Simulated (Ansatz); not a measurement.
**Structures of Be$_{2}$H$_{3}$: which is lowest?**

Plane-wave DFT in Ansatz with scalar-relativistic PAW potentials, cutoff 420 eV, Γ-centred meshes chosen by cell and gap, Gaussian smearing with energies taken to zero width. Every cell was relaxed (cell and atoms) in a run of its own, within the symmetry of its start. Functional: PBE.

Relaxed structures (starts from databases or built by putting these elements on another compound's sites):
A. P-3m1, 5 atoms in the computed cell, a = 2.475 Å, c = 5.685 Å; sites (symmetry × multiplicity) Be 3m. × 2, H -3m. × 1 + 3m. × 2; start: built
B. R-3c, 10 atoms in the computed cell, a = 3.849 Å, c = 14.880 Å; sites (symmetry × multiplicity) Be 3. × 12, H .2 × 18; start: built
C. P1, 10 atoms in the computed cell, a = 4.062 Å, b = 4.078 Å, c = 5.893 Å, α = 108.5°, β = 91.6°, γ = 119.0°; sites (symmetry × multiplicity) Be 1 × 1 + 1 × 1 + 1 × 1 + 1 × 1, H 1 × 1 + 1 × 1 + 1 × 1 + 1 × 1 + 1 × 1 + 1 × 1; start: built
D. P1, 5 atoms in the computed cell, a = 2.251 Å, b = 3.160 Å, c = 6.535 Å, α = 90.2°, β = 93.4°, γ = 90.0°; sites (symmetry × multiplicity) Be 1 × 1 + 1 × 1, H 1 × 1 + 1 × 1 + 1 × 1; start: built

Q: Rank them by energy. Could pressure change the order?

A:
```csv
structure,group,E − E(lowest) (meV/atom),V (Å³/atom),gap on mesh (eV)
C,P1,0.0,7.90,1.99
D,P1,44,9.28,0.00
B,R-3c,291,6.36,0.00
A,P-3m1,326,6.03,0.00
```

C is lowest, 44 meV/atom under D. A is denser by 1.87 Å³/atom, so pressure favours it: ΔE/ΔV, with ΔE in eV and 1 eV/Å³ = 160.2 GPa, gives about 28 GPa for equal enthalpy if both cells were rigid; at such pressures compression changes ΔV much, so this is a scale only. Other structures may lie lower than all of these, and vibrations aren't counted.